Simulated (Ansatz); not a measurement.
## GdMn (CsCl-type structure)

Computed with Ansatz (plane waves, PAW, 420 eV cutoff): PBE+U (U_eff = 6 eV on Gd 4f), scalar-relativistic, collinear spin, Γ-centred 8×8×8 mesh, 0.05 eV Gaussian smearing; PAW files: Ansatz's generated set soft_2.

Space group Pm-3m (No. 221). a = 3.562 Å, b = 3.562 Å, c = 3.562 Å, α = 90.00°, β = 90.00°, γ = 90.00°
| atom | site | symmetry | x | y | z |
| --- | --- | --- | --- | --- | --- |
| Gd | 1a | m-3m | 0.0000 | 0.0000 | 0.0000 |
| Mn | 1b | m-3m | 0.5000 | 0.5000 | 0.5000 |

The start was a prototype's sites filled with these elements, not a measured cell.

Magnetic state: ferrimagnetic, site spin moments Gd 7.36; Mn -3.56 μB.

Q: Which orbitals carry the states at the Fermi level, and how many states are there?

A: Within 0.1 eV of it: Mn 3d 51 %, Gd 5d 41 % (shares among the projected shells; no valence p shell of Mn is among them; no valence p shell of Gd is among them). The Fermi level sits on a steep edge: the density of states is 1.9, 2.9 and 3.6 states/eV per cell at −0.1, 0 and +0.1 eV.

Density of states (tetrahedra, averaged over 0.5 eV; states/eV per cell of 2 atoms; energy in eV from the Fermi level; projections on Löwdin-orthogonalised atomic orbitals, summed over sites):

```
    E  total  Gd 4f down  Mn 3d down  Mn 3d up  Gd 5d up  Gd 5d down
-5.60    0.1         0.0         0.0       0.0       0.0         0.0
-5.10    0.2         0.0         0.0       0.0       0.0         0.0
-4.60    0.3         0.0         0.0       0.0       0.0         0.0
-4.10    0.4         0.0         0.0       0.0       0.0         0.0
-3.60    0.8         0.0         0.2       0.0       0.1         0.1
-3.10    2.2         0.0         1.0       0.0       0.3         0.3
-2.60    4.9         0.0         3.9       0.0       0.3         0.4
-2.10    4.4         0.0         3.4       0.1       0.4         0.2
-1.60    2.1         0.0         0.5       0.4       0.7         0.1
-1.10    1.6         0.0         0.3       0.3       0.7         0.2
-0.60    1.6         0.0         0.1       0.5       0.6         0.2
-0.10    2.4         0.0         0.1       1.0       0.6         0.4
 0.40    3.8         0.0         0.1       2.1       0.6         0.4
 0.90    1.6         0.0         0.1       0.8       0.1         0.3
 1.40    2.0         0.0         0.1       0.8       0.2         0.7
 1.90    3.6         0.0         0.1       1.9       0.8         0.5
 2.40    2.7         0.1         0.0       0.7       0.7         0.9
 2.90    2.5         0.6         0.0       0.3       0.6         0.7
 3.40   11.8        10.6         0.0       0.2       0.4         0.4
 3.90    3.5         2.1         0.0       0.2       0.4         0.6
 4.40    2.4         0.2         0.0       0.4       1.1         0.4
 4.90    1.9         0.1         0.1       0.1       0.3         0.9
```

Open d and f shells can converge to several self-consistent states; this is the one that the run reached. The equation of state at this level isn't smooth, a sign that the magnetic state shifts with volume and isn't converged in the mesh. Spin–orbit coupling, which matters for such heavy elements, is left out. Site moments are of spin, integrated over atomic spheres.
